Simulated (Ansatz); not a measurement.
Te:
```
Te
1.0
    3.81993     2.15039     0.00000
   -3.81993     2.15039     0.00000
   -0.09880     0.00000     5.97745
Te
3
Direct
  0.69062   0.30938   0.66119
  0.30938   0.69062   0.33881
  0.00000   0.00000   0.00000
```

Relaxed with r²SCAN. Special points in fractions of this cell's reciprocal vectors: Γ (0.000, 0.000, 0.000); C (0.329, 0.329, 0.000); C2 (-0.329, 0.671, 0.000); Y2 (-0.500, 0.500, 0.000); M2 (-0.500, 0.500, 0.500); D (-0.328, 0.672, 0.500); D2 (0.328, 0.328, 0.500); A (0.000, 0.000, 0.500); L2 (0.000, 0.500, 0.500); V2 (0.000, 0.500, 0.000).

Task: List the band energies nearest the Fermi level at these points for the program Ansatz at the r²SCAN with spin–orbit coupling level (PAW).

Result: In eV from the Fermi level; about four levels below and three above (degenerate sets whole), none deeper than 8.9 eV; points with the same levels are listed once.

```tsv
k	below	above
Γ	-1.63 -1.63 -1.46 -1.46	0.46 0.46 1.35 1.35
C	-3.38 -3.38 -3.09 -3.09	2.96 2.96 3.10 3.10
Y2	-0.52 -0.52 -0.27 -0.27	0.27 0.27 0.41 0.41
M2	-2.69 -2.69 -0.04 -0.04	0.38 0.38 2.10 2.10
D	-0.64 -0.64 -0.32 -0.32	0.20 0.20 0.30 0.30
A	-0.28 -0.28 -0.23 -0.23	0.19 0.19 0.44 0.44
L2	-2.73 -2.73 -0.20 -0.20	0.34 0.34 1.92 1.92
V2	-0.74 -0.74 -0.74 -0.74	0.42 0.42 0.52 0.52
```

Space group C2/m. The workflow started from a Materials Project entry (that database holds measured and hypothetical structures alike); the Crystallography Open Database copy checked does not list it. It is not the phase usual at ambient conditions (space group No. 152). The r²SCAN relaxation kept the symmetry of its start. At this level the phase is dynamically unstable (imaginary phonons).

Potentials: the later of the program's two PAW sets.
